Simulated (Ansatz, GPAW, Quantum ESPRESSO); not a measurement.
# Cu3O2: 3 runs at one level of theory

```xyz
5
Lattice="-2.0230 2.0230 3.6736 2.0230 -2.0230 3.6736 2.0230 2.0230 -3.6736" Properties=species:S:1:pos:R:3 pbc="T T T"
Cu    0.0593    0.0371   -0.0039
Cu    0.0112    1.9641    1.8003
Cu    2.0288    0.0310    1.8790
O    -0.0155    2.0425    0.0007
O     2.0125    0.0113    0.0417
```

The cell comes from a database or a generator and needn't be the stable form of this composition.

Atoms were shifted at random by some hundredths of an Å from the given cell, which wasn't relaxed again for these runs.

Alike in all runs: task single point; functional PBE; k mesh 9 × 9 × 9; occupations fermi-dirac, width 0.05 eV; no spin polarisation; no spin-orbit coupling. Pressure is positive in compression and, in plane waves, holds the error of the finite cutoff, which Ansatz's Pulay term estimates and takes out.

```csv
program and potentials,plane-wave cutoff (eV),notes,pressure (GPa),largest force (eV/Å),energy over the undisturbed cell (meV/atom)
"Ansatz, Ansatz PAW",420,13.8 valence electrons an atom on average,?,?,?
"GPAW, GPAW PAW data sets (gpaw-data 1.2.1)",800,9 valence electrons an atom on average; this data set often lies off other programs,3.56,1.448,-
"Quantum ESPRESSO, SSSP 1.3 efficiency PBE",748,9 valence electrons an atom on average,1.36,1.329,17.01
```

Problem. Estimate from the other rows what the run with Ansatz, Ansatz PAW gave.

Solution. Pressure 1.52 GPa; largest force 1.302 eV/Å; energy over the undisturbed cell 16.69 meV/atom. Its pressure holds a Pulay term of +0.49 GPa. The other rows, which needn't bracket it: pressure 1.36 to 3.56; largest force 1.329 to 1.448; energy over the undisturbed cell 17.01.
